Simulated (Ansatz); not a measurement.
Method: DFT PBE, scalar-relativistic, plane waves, PAW, and for the lanthanide a 4f-in-core norm-conserving potential (Ansatz 0.2.0). Settings: cutoff 770 eV, Γ-centred meshes spaced at most about 0.3 Å⁻¹, and about 0.25 Å⁻¹ or finer for metals (2π included), Gaussian smearing. No spin polarisation in the final relaxations.

Temperature and zero-point effects are left out. All come from trial cells, and lower structures may exist.

Question: Which of these relaxed structures of K₃ErC₂ is the lowest in energy?
1.

```xyz
6
Lattice="7.5023 0.0000 0.0000 -3.7511 6.4971 0.0000 0.0000 0.0000 5.8916" Properties=species:S:1:pos:R:3 pbc="T T T"
K     3.7511    0.0000    2.9458
K    -1.8756    3.2486    2.9458
K     1.8756    3.2486    2.9458
Er    0.0000    0.0000    0.0000
C     0.0000    0.0000    2.3133
C     0.0000    0.0000    3.5783
```

2.

```xyz
6
Lattice="3.9321 0.0000 0.0000 -1.9661 3.4053 0.0000 0.0000 0.0000 14.5000" Properties=species:S:1:pos:R:3 pbc="T T T"
K     0.0000    2.2702   11.5724
K     1.9661    1.1351    2.9276
K     0.0000    0.0000    7.2500
Er    0.0000    0.0000    0.0000
C     0.0000    2.2702    0.9471
C     1.9661    1.1351   13.5530
```

Answer: 1. It has space group P6/mmm (No. 191); the next, 2, with space group P-3m1 (No. 164), lies 221 meV/atom higher. Counting C atoms around Er and K (those within 1.25 times the shortest such distance or 1.15 times the sum of covalent radii, 1.27 where that leaves under three; the shortest distance is added where it exceeds 1.18 times the sum of covalent radii; a slash parts the counts of unlike sites), the lowest has K 4 from 3.8 Å, Er 2 and the next has K 3/6 from 6.7 Å, Er 6. The lowest holds C–C pairs (shortest 1.27 Å); in the next the shortest C–C distance is 2.96 Å. Even the lowest lies +0.59 eV/atom against the elements.

Cells relaxed within their symmetry can be saddle points. Some structure types and database cells were kept out of the candidates from the start, so a known form may be missing.

The lanthanide is trivalent by construction, without f bands, f moments or other valences. The reference runs of the other elements, and any phases without the lanthanide, used 420 eV, which shifts energies against them by under 10 meV/atom. The lanthanide's reference is the lowest of its hcp, dhcp and fcc cells.
